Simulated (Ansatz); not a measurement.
## Zincblende alloy of GaAs and BAs (8 of 32 Ga sites exchanged), 64 atoms

Ansatz, PAW, plane waves. PBEsol relaxation of volume and atoms (shape held) at the single k point (¼, ¼, ¼) without its symmetry partners; single points on the relaxed atoms at the single k point (¼, ¼, ¼) without its symmetry partners, onto which points of the small cell's zone fold. Arrangement: quasirandom. No spin–orbit coupling unless named.

Relaxed structure:

```xyz
64
Lattice="10.8718 0.0000 0.0000 0.0000 10.8718 0.0000 0.0000 0.0000 10.8718" Properties=species:S:1:pos:R:3 pbc="T T T"
Ga   10.8629   10.7704    0.0110
Ga    0.0246   10.7230    5.4391
Ga    5.4504    0.0807    5.4711
Ga    5.4168    5.3923   10.8329
Ga    5.4619    5.3546    5.5266
Ga    2.7596    2.7251   10.8372
Ga    2.7211    2.7750    5.5453
Ga    2.5905    8.0982    5.4134
Ga    8.1754    2.7753    5.4916
Ga    8.2392    8.1730    0.0073
Ga    8.2919    8.1216    5.4543
Ga    2.7137   10.7812    2.6098
Ga    2.7561   10.8212    8.2474
Ga    2.5993    5.5417    2.7042
Ga    2.6600    5.4598    8.1995
Ga    8.1774   10.8692    2.6340
Ga    8.1651    0.0200    8.2383
Ga    8.2819    5.4382    2.6620
Ga    8.2388    5.3909    8.1921
Ga   10.8240    2.8432    2.6957
Ga   10.8261    2.8616    8.1837
Ga    5.4784    2.6502    2.6207
Ga    5.3822    8.2171    2.6244
Ga    5.3648    8.2121    8.2503
B    10.8467    5.5099   10.8183
B     0.0144    5.5607    5.4018
B     5.4482    0.0394   10.7638
B     2.5813    8.1382   10.8126
B     8.0777    2.6655   10.7564
B     0.0434    8.0319    2.6455
B     0.0447    7.9917    8.2017
B     5.5169    2.6257    8.2717
As    1.3480    1.3790    1.3439
As    1.3264    1.3289    6.8850
As    1.2182    6.9007    1.2253
As    1.1179    6.7569    6.7879
As    6.8114    1.3124    1.0626
As    6.7240    1.5069    6.9613
As    6.8191    6.7817    1.3329
As    6.8078    6.8121    6.8891
As    4.0283    4.1041    1.4078
As    4.2453    3.9113    7.0992
As    4.0294    9.5358    1.0004
As    4.0292    9.4990    6.7345
As    9.4640    4.0949    1.0196
As    9.6700    4.3040    6.5910
As    9.6705    9.3247    1.5497
As    9.6847    9.3311    7.0651
As    4.0164    1.3548    4.0373
As    4.3352    1.3522    9.5229
As    4.0856    6.7766    4.1038
As    3.8812    6.9274    9.6743
As    9.5031    1.3412    4.1037
As    9.4089    1.5006    9.6505
As    9.8097    6.7898    4.0230
As    9.7511    6.7862    9.5237
As    1.2442    4.2907    4.2691
As    1.2370    4.2540    9.6981
As    1.2314    9.2971    3.8324
As    1.3386    9.2210    9.4689
As    6.8329    4.0659    4.0164
As    6.8139    3.8200    9.4863
As    6.8217    9.5351    4.0894
As    6.6992    9.6485    9.6683
```

Task: What are the mean bond lengths by pair (pairs within 1.2 times the sum of covalent radii, less contacts 15 % beyond the pair's median; cation–cation pairs of compounds aside; long ionic contacts are cut short by that bound)?

Result: As–B 2.158 ± 0.059 Å (standard deviation, 32 bonds); As–Ga 2.428 ± 0.032 Å (standard deviation, 96 bonds).

Task: What gap lies between the top filled and the lowest empty level in the single points?

Result: HSE06 2.01 eV (93 s on NVIDIA H100). Away from Γ this isn't the crystal's band gap. An indirect band minimum needn't fold onto Γ of this cell; where it doesn't, these gaps are too wide.
